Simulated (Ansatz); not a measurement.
A trial cell of ZrS2 was relaxed with PBEsol (plane waves to 420 eV, PAW, scalar-relativistic; Ansatz, an electronic-structure program).

Before: Cmmm (No. 65), oS6; a = 4.3373 Å, b = 4.5520 Å, c = 6.5176 Å, α = β = γ = 90.00°.

After relaxation:

Simulated powder pattern, Cu Kα, λ = 1.54184 Å (kinematic, ideal powder, no thermal factors, no anomalous dispersion; the 24 strongest lines at most, above 1 %, up to 2θ = 90°):

| 2θ (°) | I/Imax (%) |
|---|---|
| 18.16 | 4.8 |
| 25.23 | 87 |
| 31.27 | 100 |
| 35.98 | 100 |
| 36.80 | 47 |
| 40.59 | 4.6 |
| 45.15 | 36 |
| 51.80 | 33 |
| 52.42 | 64 |
| 55.35 | 2.2 |
| 58.47 | 16 |
| 61.76 | 28 |
| 62.86 | 13 |
| 65.22 | 32 |
| 71.11 | 18 |
| 76.30 | 10 |
| 78.30 | 4.9 |
| 81.87 | 3.1 |
| 83.83 | 5.9 |
| 84.75 | 5.8 |
| 85.72 | 11 |
| 87.37 | 15 |
| 87.85 | 15 |
| 89.31 | 15 |

Q: Identify the relaxed structure from its pattern: crystal system, space group and cell.

A: Tetragonal, P4/mmm (No. 123), tP3; a = 3.530 Å, b = 3.530 Å, c = 4.884 Å, α = 90.00°, β = 90.00°, γ = 90.00°. Sites: S 1c (0.500, 0.500, 0.000); S 1a (0.000, 0.000, 0.000); Zr 1b (0.000, 0.000, 0.500).

Q: Index the strongest lines.

A: 25.23° (100), 31.27° (101), 35.98° (110), 36.80° (002), 52.42° (112).

No spin polarisation in the result. A magnetic state may lie lower.

The run could not lose the symmetry of its start, so the end can be a saddle point.

All atoms sit on sites fixed by symmetry, so only the cell could relax.

The relaxed structure here is a generated cell of ZrS2: the first start was made by a random draw of sites in a space group, and the end was not matched to a known phase here, so it may be hypothetical. Known forms of ZrS2 include space group No. 164.
